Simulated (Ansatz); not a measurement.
The geometry is COD entry 1509194, unchecked; take it as a test cell.

Input and log of a run on Ag: DFT, LDA, all-electron LAPW, scalar-relativistic (Ansatz 0.2.0).

Command: `ansatz run input.yaml --threads 1 --pin off --max-ram 6144MiB --backend cpu --events-out ev --progress --plain --runs-dir out` The run took 87 s on 1 thread of Arm Neoverse V2 (shared host), peak memory 0.69 GiB.

```yaml
crystal:
  lattice:
    - [2.8861989086, 0.0, 0.0]
    - [-1.4430994543, 2.4995215753, 0.0]
    - [0.0, 0.0, 10.0]
  atoms:
    - { symbol: Ag, position: [0.3333333333, 0.6666666667, 0.25] }
    - { symbol: Ag, position: [0.6666666667, 0.3333333333, 0.75] }
    - { symbol: Ag, position: [0.0, 0.0, 0.0] }
    - { symbol: Ag, position: [0.0, 0.0, 0.5] }
kpoints:
  mp_grid: { grid: [14, 14, 4] }
  band_path:
    path:
      - [0.0, 0.0, 0.0]
      - [0.5, 0.0, 0.0]
      - [0.3333333333, 0.3333333333, 0.0]
      - [0.0, 0.0, 0.0]
      - [0.0, 0.0, 0.5]
      - [0.5, 0.0, 0.5]
      - [0.3333333333, 0.3333333333, 0.5]
      - [0.0, 0.0, 0.5]
      - [0.5, 0.0, 0.5]
    npoints: 14
scf:
  occupations: { method: fermi_dirac, width: 0.08 }
hamiltonian:
  xc: lda
  pseudopotentials: { kind: all_electron, lapw: { basis_error: 0.0005 } }
output:
  forces: true
  stress: true
  eigenvalues: true
  populations: true
  dos: { projected: true, de: 0.2, e_range: [-14, 8] }
```

What the program printed:

```
Ag: projections on atomic orbitals take those of the free atom 1s2 2s2 2p6 3s2 3p6 3d10 4s2 4p6 4d10 5s1, of charge +0.00 (hamiltonian.pseudopotentials.projection_atoms)
LAPW: plane waves up to 8.241 Å⁻¹, error target 5.0e-4 eV per atom; small_component_spin mean_spin; Ag in spheres of 1.443 Å, 19 of its electrons in bands, Dirac shells []
Engine: ansatz 0.2.0
Pseudopotentials: kind: all_electron
Pseudopotential: Ag, LAPW, valence charge 19, Koelling and Harmon's equation, gaussian nucleus
Functional definition: SPW92
  exchange = slater_x
  correlation = pw_c
Crystal: 4 atoms, lattice volume = 72.141 Å³
Basis set: ecut = 258.7648447569265 eV, 687 PW (Γ), exchange–correlation at level 2
Bands: 46, of which v1, the nominal top of the filled ones, is band 38 counted from 1 (37 counted from 0)
Symmetry: 24 space group operations
Space group: P63/mmc (ITA 194), of the structure as read, at distance tolerance 4.2e-5 Å
k-points: 72 of 784
Non-local potential: Ag, projectors of the file, none
Initial density: superposition of atomic densities (chi_scale 0.1, normalization cell)
Initial wavefunctions: plane waves of lowest kinetic energy (no species holds an atomic orbital)
Functional: x = slater, c = lda
iter 1 solved again at ethr=2.73e-4 eV; its pass at ethr=1.00e-1 eV (dr2=2.07e-1 eV) is discarded
SCF iter   1: F=—  HF=-578096.929582 eV  |F-HF|=—  |Δ(HF+E_count)|=         —  Δρ=2.13e-2  dr2=2.09e-1  ethr=2.73e-4  ⟨swp⟩=3.0  Hψ=22601  notcnv=0
preconditioner: auto → Kerker (q_TF=auto, 2.752 Å⁻¹)  [metal: Δε(μ)=0.029 eV  Ē_g=10.286 eV  σ=0.080 eV  W_gap=0.09  n_scr=26 (ndim 8)  ℏωp=29.0 eV  f_vac=0.000  D(μ)=1.61/eV (n_scr^D=6)]
iter 2 solved again at ethr=6.74e-6 eV; its pass at ethr=2.73e-4 eV (dr2=5.12e-3 eV) is discarded
SCF iter   2: F=—  HF=-578096.079193 eV  |F-HF|=—  |Δ(HF+E_count)|=   8.50e-1  Δρ=2.61e-3  dr2=5.12e-3  ethr=6.74e-6  ⟨swp⟩=2.0  Hψ=18420  notcnv=0
SCF iter   3: F=—  HF=-578095.815525 eV  |F-HF|=—  |Δ(HF+E_count)|=   2.64e-1  Δρ=5.58e-3  dr2=1.96e-2  ethr=6.74e-6  ⟨swp⟩=3.0  Hψ=11291  notcnv=0
SCF iter   4: F=—  HF=-578095.804094 eV  |F-HF|=—  |Δ(HF+E_count)|=   1.14e-2  Δρ=2.42e-3  dr2=4.70e-3  ethr=6.74e-6  ⟨swp⟩=2.0  Hψ=9606  notcnv=0
SCF iter   5: F=—  HF=-578095.804688 eV  |F-HF|=—  |Δ(HF+E_count)|=   5.94e-4  Δρ=5.39e-4  dr2=2.44e-4  ethr=6.18e-6  ⟨swp⟩=2.0  Hψ=9605  notcnv=0
SCF iter   6: F=—  HF=-578095.804813 eV  |F-HF|=—  |Δ(HF+E_count)|=   1.26e-4  Δρ=2.84e-4  dr2=1.25e-4  ethr=3.21e-7  ⟨swp⟩=2.2  Hψ=9625  notcnv=0
SCF iter   7: F=—  HF=-578095.804572 eV  |F-HF|=—  |Δ(HF+E_count)|=   2.41e-4  Δρ=9.22e-5  dr2=4.11e-6  ethr=1.64e-7  ⟨swp⟩=2.0  Hψ=9606  notcnv=0
SCF iter   8: F=—  HF=-578095.804572 eV  |F-HF|=—  |Δ(HF+E_count)|=   4.24e-7  Δρ=1.61e-5  dr2=1.95e-7  ethr=5.40e-9  ⟨swp⟩=2.0  Hψ=9605  notcnv=0
SCF iter   9: F=-578095.804572 eV  HF=-578095.804572 eV  |F-HF|=1.70e-8  |Δ(HF+E_count)|=   1.51e-7  Δρ=3.50e-6  dr2=9.58e-9  ethr=2.57e-10  ⟨swp⟩=2.1  Hψ=9613  notcnv=0
SCF 1 converged in 9 iterations: F = -578095.804572 eV  dr2 = 9.58e-9
NSCF: frozen V_eff on 113 k-points
SCF converged after 9 iterations
Free energy (F): -578095.804572 eV
Harris-Foulkes:  -578095.804572 eV  (|F-HF|=1.70e-8)
Internal energy: -578095.776261 eV  (E = F + TS)
E sigma→0 (E₀):  -578095.790417 eV
Entropy (-TS):   -0.028311 eV (-7.078 meV/atom)
Fermi energy:    17.025429 eV
--- Per-component energies (eV) ---
  E_band       = -939.166980
  E_kinetic    = 604257.517893
  E_xc         = -15727.344045
  E_electrostatic = -1166625.950109  (all electrons and nuclei)
  E_smearing   = -0.028311  (= −TS)
  E_closure    = 0.000000  (closes the sum)
  E_atoms      = -578080.995476  (free atoms, spherical and without spin; not in F)
  Σ components = -578095.804572   (vs F -578095.804572, Δ=0.00e0)
  Basis errors (estimates in eV, not in F): energy 1.1e-4 per atom: plane waves 1.0e-4 (5.4e-5 summed), levels above the bands 6.3e-46, relativity 1.9e-9, radial functions 6.9e-6, core shells 5.0e-7; eigenvalues (radial functions only) 1.6e-6; not estimated: angular momenta, meshes, grids; target (lapw.basis_error) 5.0e-4; muffin-tin radii Ag 1.443 Å
--- Forces (eV/Å), atoms counted from 1 ---
  atom   1  Ag     0.00000000    -0.00000000     0.00000000
  atom   2  Ag    -0.00000000     0.00000000     0.00000000
  atom   3  Ag    -0.00000000    -0.00000000     0.00000000
  atom   4  Ag    -0.00000000    -0.00000000    -0.00000000
  max |Σ_I F_I| component: 1.45e-18 eV/Å
--- Stress (GPa, compression-positive) ---
       -9.990437      -0.000000       0.000000
       -0.000000      -9.990437       0.000000
        0.000000       0.000000     -13.667814
  P = ⅓ Tr σ = -11.2162 GPa (-112.162 kbar)
--- Band table (eV; the first three rows and the last of 72) ---
  k-point 0: bands = ["-74.5087", "-74.5055", "-74.5012", "-74.4981", "-38.0943", "-38.0421", "-38.0382", "-37.9986", "-37.9986", "-37.9935", "-37.9935", "-37.9891", "-37.9891", "-37.9857", "-37.9840", "-37.9840", "9.6091", "10.8032", "10.8061", "10.9437", "12.2855", "12.5326", "12.5326", "12.5615", "12.5615", "12.6364", "12.6392", "12.6685", "12.6685", "12.7078", "12.7078", "13.4076", "13.4076", "13.6926", "13.6926", "13.8048", "13.8048", "14.1240", "14.1240", "16.3937", "19.5593", "26.5204", "26.5272", "32.5764", "32.7648", "33.6962"]
  k-point 1: bands = ["-74.5083", "-74.5062", "-74.5006", "-74.4984", "-38.0902", "-38.0610", "-38.0193", "-37.9981", "-37.9981", "-37.9947", "-37.9947", "-37.9899", "-37.9878", "-37.9878", "-37.9845", "-37.9845", "9.7135", "10.4313", "10.9561", "10.9658", "12.2739", "12.3197", "12.5452", "12.5452", "12.5714", "12.5714", "12.6562", "12.6562", "12.6901", "12.6901", "13.3819", "13.4381", "13.4381", "13.6155", "13.6155", "13.8904", "13.8904", "14.0924", "14.0924", "15.6790", "20.4644", "24.3238", "28.7411", "32.2444", "32.8293", "33.1957"]
  k-point 2: bands = ["-74.5074", "-74.5074", "-74.4993", "-74.4993", "-38.0785", "-38.0785", "-38.0017", "-38.0017", "-37.9967", "-37.9967", "-37.9967", "-37.9967", "-37.9859", "-37.9859", "-37.9859", "-37.9859", "10.0104", "10.0104", "10.9800", "10.9800", "12.2592", "12.2592", "12.5714", "12.5714", "12.5714", "12.5714", "12.6564", "12.6564", "12.6564", "12.6564", "13.5155", "13.5155", "13.5155", "13.5155", "14.0063", "14.0063", "14.0063", "14.0063", "14.4677", "14.4677", "22.2518", "22.2518", "30.7932", "30.7932", "32.9692", "32.9692"]
  k-point 71: bands = ["-74.4923", "-74.4923", "-74.4880", "-74.4880", "-38.0997", "-38.0997", "-38.0901", "-38.0901", "-38.0786", "-38.0786", "-38.0671", "-38.0671", "-38.0202", "-38.0202", "-38.0136", "-38.0136", "11.6689", "11.6689", "11.9157", "11.9157", "12.0642", "12.0642", "12.2620", "12.2620", "12.6241", "12.6241", "12.6545", "12.6545", "13.1229", "13.1229", "13.4553", "13.4553", "13.9825", "13.9825", "14.1194", "14.1194", "20.0785", "20.0785", "20.3814", "20.3814", "22.0246", "22.0246", "23.2768", "23.2768", "24.0685", "24.0685"]
--- Löwdin populations: 4 sites ---
  site symbol       q [e]
     0     Ag     46.8872
     1     Ag     46.8872
     2     Ag     46.8868
     3     Ag     46.8868
  spilling = 0.002404 (of n_electrons = 188.000000)
```
